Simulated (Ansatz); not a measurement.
Ansatz (a program for electronic structure) input:

Ansatz 0.2 input:
```yaml
crystal:
  lattice:
    - [3.9280489796, 0.0, 0.0]
    - [0.0, 3.9256738015, 0.0]
    - [0.0, 0.0, 11.0988296333]
  atoms:
    - { symbol: Si, position: [0.25, 0.0, 0.3192304703] }
    - { symbol: Si, position: [0.25, 0.5, 0.4395592763] }
    - { symbol: Si, position: [0.75, 0.5, 0.5604407237] }
    - { symbol: Si, position: [0.75, 0.0, 0.6807695297] }
    - { symbol: Ge, position: [0.25, 0.0, 0.8053928746] }
    - { symbol: Ge, position: [0.25, 0.5, 0.9353747011] }
    - { symbol: Ge, position: [0.75, 0.5, 0.0646252989] }
    - { symbol: Ge, position: [0.75, 0.0, 0.1946071254] }
kpoints:
  mp_grid: { grid: [4, 4, 2] }
hamiltonian:
  xc: hse06
  pseudopotentials: { kind: paw }
scf:
  n_extra_bands: 8
  occupations: { method: fixed }
output:
  eigenvalues: true
  eigenstates:
    e_range: [-9.0, 8.8]
    kpoints:
      - [0.0, 0.0, 0.0]  # VBM
      - [0.0, 0.0, 0.5]  # CBM
      - [0.0, 0.0, 0.0]  # GAMMA
      - [0.5, 0.0, 0.0]  # X
      - [0.0, 0.0, 0.5]  # Z
      - [0.5, 0.0, 0.5]  # U
      - [0.0, 0.5, 0.0]  # Y
      - [0.5, 0.5, 0.0]  # S
      - [0.0, 0.5, 0.5]  # T
      - [0.5, 0.5, 0.5]  # R
```

Output (shortened):

```
Pseudopotential: Si, paw, valence charge 4
Pseudopotential: Ge, paw, valence charge 14
Functional definition: HSE06
davidson cushion auto → on  (no smearing: the cushion is to keep the highest requested band from converging to the state above it …
Crystal: 8 atoms, lattice volume = 171.147 Å³
Basis set: ecut = 420 eV, 3381 PW (Γ)
Bands: 44, of which v1, the nominal top of the filled ones, is band 36 counted from 1 (35 counted from 0)
Symmetry: 8 space group operations
Space group: Pmma (ITA 51), of the structure as read, at distance tolerance 5.6e-5 Å
k-points: 18 of 32
SCF iter   1: F=—  HF=-19722.694969 eV  |F-HF|=—  |Δ(HF+E_count)|=         —  Δρ=1.63e-3  dr2=4.13e-2  ethr=1.77e-3  ⟨swp⟩=8.1  Hψ=3510  notcnv=0
preconditioner: auto → none
SCF iter   2: F=—  HF=-19722.723135 eV  |F-HF|=—  |Δ(HF+E_count)|=   2.82e-2  Δρ=2.94e-3  dr2=2.33e-1  ethr=5.74e-5  ⟨swp⟩=5.3  Hψ=2259  notcnv=0  defer=4
iter 3 solved again at ethr=7.17e-7 eV; its pass at ethr=5.74e-5 eV (dr2=5.17e-4 eV) is discarded
SCF iter   3: F=—  HF=-19722.690667 eV  |F-HF|=—  |Δ(HF+E_count)|=   3.25e-2  Δρ=5.36e-4  dr2=5.26e-4  ethr=7.17e-7  ⟨swp⟩=4.3  Hψ=4079  notcnv=0
SCF iter   4: F=-19722.690769 eV  HF=-19722.690771 eV  |F-HF|=2.33e-6  |Δ(HF+E_count)|=   1.05e-4  Δρ=6.14e-5  dr2=8.64e-6  ethr=7.17e-7  ⟨swp⟩=3.3  Hψ=1932  notcnv=0
SCF 1 stopped early in 4 iterations: F = -19722.690769 eV  dr2 = 8.64e-6
Crystal: 8 atoms, lattice volume = 171.147 Å³
Exchange kernel: α = 0.2500, screened, ω = 0.2079 Å⁻¹, Wigner–Seitz truncation, v(0) = 1037.4649 eV·Å³, q-mesh 4×4×2, nearest image of the exchange supercell L …
Frozen-core exchange: fock
SCF iter   1: F=—  HF=-19728.240335 eV  |F-HF|=—  |Δ(HF+E_count)|=         —  Δρ=9.05e-3  dr2=5.46e-2  ethr=1.20e-7  ⟨swp⟩=8.3  Hψ=4796  notcnv=0
preconditioner: auto → none
SCF iter   2: F=—  HF=-19728.199796 eV  |F-HF|=—  |Δ(HF+E_count)|=   4.05e-2  Δρ=2.55e-3  dr2=6.42e-3  ethr=1.20e-7  ⟨swp⟩=5.6  Hψ=3500  notcnv=0
SCF iter   3: F=—  HF=-19728.223569 eV  |F-HF|=—  |Δ(HF+E_count)|=   2.38e-2  Δρ=2.10e-3  dr2=2.45e-3  ethr=1.20e-7  ⟨swp⟩=5.1  Hψ=3541  notcnv=0
SCF iter   4: F=—  HF=-19728.223022 eV  |F-HF|=—  |Δ(HF+E_count)|=   5.47e-4  Δρ=7.42e-4  dr2=3.99e-4  ethr=1.20e-7  ⟨swp⟩=3.2  Hψ=2544  notcnv=0
SCF iter   5: F=—  HF=-19728.222980 eV  |F-HF|=—  |Δ(HF+E_count)|=   4.20e-5  Δρ=3.87e-5  dr2=5.77e-5  ethr=1.20e-7  ⟨swp⟩=3.0  Hψ=2078  notcnv=0
SCF iter   6: F=-19728.223455 eV  HF=-19728.223470 eV  |F-HF|=1.54e-5  |Δ(HF+E_count)|=   4.90e-4  Δρ=1.18e-4  dr2=1.99e-5  ethr=7.93e-9  ⟨swp⟩=5.2  Hψ=3435  notcnv=0  defer=2
SCF 2 stopped early in 6 iterations: F = -19728.223455 eV  dr2 = 1.99e-5
hybrid outer 1: dexx = +2.901e-2 eV, tail = 1.70e-4 eV
Crystal: 8 atoms, lattice volume = 171.147 Å³
Exchange kernel: α = 0.2500, screened, ω = 0.2079 Å⁻¹, Wigner–Seitz truncation, v(0) = 1037.4649 eV·Å³, q-mesh 4×4×2, nearest image of the exchange supercell L …
Frozen-core exchange: fock
SCF iter   1: F=—  HF=-19728.224187 eV  |F-HF|=—  |Δ(HF+E_count)|=         —  Δρ=6.35e-5  dr2=4.56e-6  ethr=1.18e-6  ⟨swp⟩=2.9  Hψ=1783  notcnv=0
preconditioner: auto → none
iter 2 solved again at ethr=4.38e-10 eV; its pass at ethr=5.55e-9 eV (dr2=3.15e-7 eV) is discarded
SCF iter   2: F=—  HF=-19728.224187 eV  |F-HF|=—  |Δ(HF+E_count)|=   1.38e-7  Δρ=1.38e-5  dr2=8.68e-7  ethr=4.38e-10  ⟨swp⟩=2.0  Hψ=4499  notcnv=0
SCF iter   3: F=—  HF=-19728.224189 eV  |F-HF|=—  |Δ(HF+E_count)|=   1.84e-6  Δρ=8.43e-6  dr2=2.13e-7  ethr=4.38e-10  ⟨swp⟩=5.1  Hψ=2806  notcnv=0
SCF iter   4: F=-19728.224189 eV  HF=-19728.224189 eV  |F-HF|=3.02e-8  |Δ(HF+E_count)|=   3.15e-7  Δρ=2.28e-6  dr2=3.12e-8  ethr=2.86e-10  ⟨swp⟩=4.1  Hψ=1888  notcnv=0  defer=22
SCF 3 converged in 4 iterations: F = -19728.224189 eV  dr2 = 3.12e-8
hybrid outer 2: dexx = +2.330e-6 eV, tail = 1.22e-7 eV, Δε = 6.64e-3 eV (about 3.10e-4 eV left of the loop's levels)
the search or the solves at the SCF's close seem to have found levels that the self-consistency loop had missed (the run counts 1) …
NSCF: frozen V_eff on 10 k-points
hybrid SCF converged: 2 outer / 10 inner (+4 warm-up), last move |dexx| = 2.33e-6 eV, tail = 1.22e-7 eV
Stability not checked (fock_operator)
Free energy (F): -19728.224189 eV
Frozen-core exchange: fock
Harris-Foulkes:  -19728.224189 eV  (|F-HF|=3.02e-8)
Internal energy: -19728.224189 eV  (E = F + TS)
E sigma→0 (E₀):  -19728.224189 eV
Fermi energy:    7.159876 eV
--- Per-component energies (eV) ---
  E_band       = -774.312099
  E_kinetic    = 604.371888
  E_local      = -14057.299412  (includes V_loc(G=0)·N_el)
  E_nonlocal   = 1780.534562
  E_hartree    = 6393.937624
  E_xc         = -423.205269
  E_vxc        = -360.322960  (∫ρ·V_xc dr)
  E_exx        = -240.424129  (= α·E_x^exact, valence–valence)
  E_paw        = -9997.823417  (= ΣΔE_a)
  E_vpaw       = -1048.612668  (= ΣTr[D̂ρ^β])
  E_aug_tail   = 0.001283  (compensation charges beyond the density's cutoff)
  E_ewald      = -3786.619359
  E_core_change = -1.697960  (= ΣΔE_core)
  E_smearing   =  0.000000  (= −TS)
  E_closure    =  0.000000  (closes the sum)
  Σ components = -19728.224189   (vs F -19728.224189, Δ=3.64e-12)
  [band-id]    e_kinetic+e_local+e_nonlocal+2·e_hartree+e_vxc+2·e_exx+e_vpaw+e_augmentation_tail = -774.300317   (vs E_band -774.312099, Δ=1.18e-2)
--- Band table (eV; the first three rows and the last of 18) ---
  k-point 0: bands = ["-20.5633", "-20.5541", "-20.5308", "-20.5121", "-20.5007", "-20.4566", "-20.4142", "-20.4101", "-20.3771", "-20.3596", "-20.3509", "-20.3203", "-20.3087", "-20.3002", "-20.2629", "-20.2562", "-20.2519", "-20.2377", "-20.2376", …
  k-point 1: bands = ["-20.5633", "-20.5541", "-20.5308", "-20.5121", "-20.5007", "-20.4566", "-20.4142", "-20.4101", "-20.3771", "-20.3596", "-20.3509", "-20.3203", "-20.3087", "-20.3002", "-20.2629", "-20.2562", "-20.2519", "-20.2377", "-20.2376", …
  k-point 2: bands = ["-20.5667", "-20.5615", "-20.5240", "-20.5044", "-20.4866", "-20.4574", "-20.4134", "-20.3832", "-20.3815", "-20.3547", "-20.3424", "-20.3307", "-20.3118", "-20.3063", "-20.2779", "-20.2750", "-20.2667", "-20.2372", "-20.2257", …
  k-point 17: bands = ["-20.5630", "-20.5630", "-20.5173", "-20.5173", "-20.4262", "-20.4262", "-20.4115", "-20.4115", "-20.3640", "-20.3640", "-20.3320", "-20.3320", "-20.3172", "-20.3172", "-20.3139", "-20.3139", "-20.2419", "-20.2419", "-20.2076", …
```

Cost: about 4 core-minutes (a rough figure) on shared cores.

The points marked VBM and CBM come from a semilocal run.

The start of the workflow was typed in or built on a structure type; neither database checked (COD, Materials Project) lists it. Whether it is the stable phase at ambient conditions was not checked. The cell was relaxed with r²SCAN under the symmetry of its start; whether a distortion lowers the energy is not shown. Scalar-relativistic: spin–orbit coupling is off unless named, which matters more the heavier the elements.

Potentials: the later of the program's two PAW sets.

Ansatz is a plane-wave DFT program.
